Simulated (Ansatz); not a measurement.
**Equation of state of ZrB2 from a dense series**

```xyz
3
Lattice="3.1650 0.0000 0.0000 -1.5825 2.7410 0.0000 0.0000 0.0000 3.5200" Properties=species:S:1:pos:R:3 pbc="T T T"
Zr    0.0000    0.0000    0.0000
B     0.0000    1.8273    1.7600
B     1.5825    0.9137    1.7600
```

Atom numbers follow the list: Zr1, B2, B3.

The geometry is COD entry 1510856, unchecked; take it as a test cell.

All numbers below come from DFT, LDA, all-electron LAPW, scalar-relativistic in Ansatz 0.2.0.

The runs use a Γ-centred 13×13×10 k mesh, Fermi–Dirac smearing of 0.03 eV, basis error target 1 meV/atom, no spin polarisation.

The cell is scaled evenly. Fractional coordinates are held (clamped ions).

```json
{"V (Å³/atom)": "9.568", "P (GPa)": "9.05"}
{"V (Å³/atom)": "9.772", "P (GPa)": "3.06"}
{"V (Å³/atom)": "9.975", "P (GPa)": "-2.36"}
{"V (Å³/atom)": "10.077", "P (GPa)": "-4.87"}
{"V (Å³/atom)": "10.179", "P (GPa)": "-7.26"}
{"V (Å³/atom)": "10.281", "P (GPa)": "-9.53"}
{"V (Å³/atom)": "10.382", "P (GPa)": "-11.69"}
{"V (Å³/atom)": "10.586", "P (GPa)": "-15.70"}
```

Q: Fit a third-order Birch–Murnaghan curve to the pressures.

A: P = (3B0/2)(y^(7/2) − y^(5/2))[1 + (3/4)(B0′ − 4)(y − 1)] with y = (V0/V)^(2/3) fits within 0.01 GPa for V0 = 9.884 Å³/atom, B0 = 261.5 GPa and B0′ = 3.89.

Q: Predict the pressure at the withheld volume, 10.790 Å³/atom.

A: There y = 0.9432, so the fit gives -19.33 GPa; the run gave -19.32 GPa.
